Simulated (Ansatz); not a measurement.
BP (zinc blende)

```cif
data_B4P4
_chemical_formula_sum 'P4 B4'
_space_group_name_H-M_alt 'F-43m'
_space_group_IT_number 216
_space_group_name_Hall 'F -4 2 3'
_cell_length_a 4.54829
_cell_length_b 4.54829
_cell_length_c 4.54829
_cell_angle_alpha 90.000
_cell_angle_beta 90.000
_cell_angle_gamma 90.000
loop_
_atom_site_label
_atom_site_type_symbol
_atom_site_symmetry_multiplicity
_atom_site_Wyckoff_symbol
_atom_site_fract_x
_atom_site_fract_y
_atom_site_fract_z
_atom_site_occupancy
P1 P 4 c 0.25000 0.25000 0.25000 1
B1 B 4 a 0.00000 0.00000 0.00000 1
```
(The calculation used a cell of 2 atoms; values per cell refer to that cell.)

Equation-of-state scan: isotropic scaling of the cell above, V₀ being its volume. Symmetry pins the atoms to their sites.

All values below come from PBE (plane waves to 420 eV, PAW, scalar-relativistic; Ansatz, a program for electronic structure). k mesh 12×12×12 (Γ-centred), Fermi-Dirac smearing 0.05 eV. E stands for the smeared free energy. Stress and pressure are positive under compression. BP was relaxed with its symmetry unable to fall. The PAW data are Ansatz's earlier set. The zero of ΔE is the relaxed starting cell.

| V (Å³/cell) | ΔE (meV/atom) | P (GPa) |
|---|---|---|
| 21.17 | 70.3 | 20.8 |
| 21.76 | 37.9 | 14.6 |
| 22.35 | 16.1 | 9.2 |
| 22.93 | 3.9 | 4.3 |
| 23.52 | 0.0 | 0.0 |
| 24.11 | 3.6 | -3.8 |
| 24.70 | 13.7 | -7.2 |
| 25.29 | 29.8 | -10.2 |
| 25.87 | 51.0 | -12.8 |

Summary:

```
Property                                                   Value
-------------------------------------------------  -------------
Pressure at the smallest volume                         20.8 GPa
Energy cost of the largest compression             70.3 meV/atom
Energy cost of the largest expansion               51.0 meV/atom
Bulk modulus B₀ (third-order Birch-Murnaghan fit)        162 GPa
Pressure derivative B₀′ (fit)                                3.8
Equilibrium volume of the fit                      11.76 Å³/atom
Pressure for 5 % compression (fit)                       9.2 GPa
```

(A scan under strain: stresses follow from slopes of the energy per volume, elastic moduli from its curvatures.)
